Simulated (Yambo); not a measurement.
Yambo run on WO₃ (ReO3 type, space group Pm-3m, No. 221). The wavefunctions are PBEsol (pw.x of Quantum ESPRESSO, ONCV potentials, without SOC) ones on a 4×4×4 mesh (16 occupied bands); a = 3.7950 Å, b = 3.7950 Å, c = 3.7950 Å, α = 90.00°, β = 90.00°, γ = 90.00°.

Yambo input:

```
rim_cut
gw0
dyson
el_el_corr
HF_and_locXC
cohsex
em1s
RandQpts= 1000000
RandGvec= 1 Ry
EXXRLvcs= 84 Ry
VXCRLvcs= 336 Ry
Chimod= "HARTREE"
% BndsRnXs
 2 | 129 |
%
NGsBlkXs= 10 Ry
% LongDrXs
 1.0 | 1.0 | 1.0 |
%
ExtendOut
% QPkrange
 1 | 1 | 16 | 17 |
 10 | 10 | 16 | 16 |
%
```

k points by index: 1 = Γ, 10 = R.

Table of the .qp output:

```
#    K-point    Band    Eo [eV]    E [eV]    E-Eo [eV]    Vxc [eV]    Vnlxc [eV]    Sc|Eo [eV]    Re(Z)    Im(Z)
#
    1    16    -1.055235    -3.728067    -2.672832    -20.36575    -25.27275    2.234173    1.000000    0.000000
    1    17    0.603813    -0.456927    -1.060741    -16.44361    -11.50332    -6.001037    1.000000    0.000000
    10    16    0.000000    -2.534818    -2.534818    -20.36418    -25.35974    2.460738    1.000000    0.000000
```
(The two width columns are left out.) Convergence of these settings isn't established.

Geometry relaxed with PBEsol.

The structure is a Materials Project entry; no match was found in the copy of COD used, and its stability was not checked.
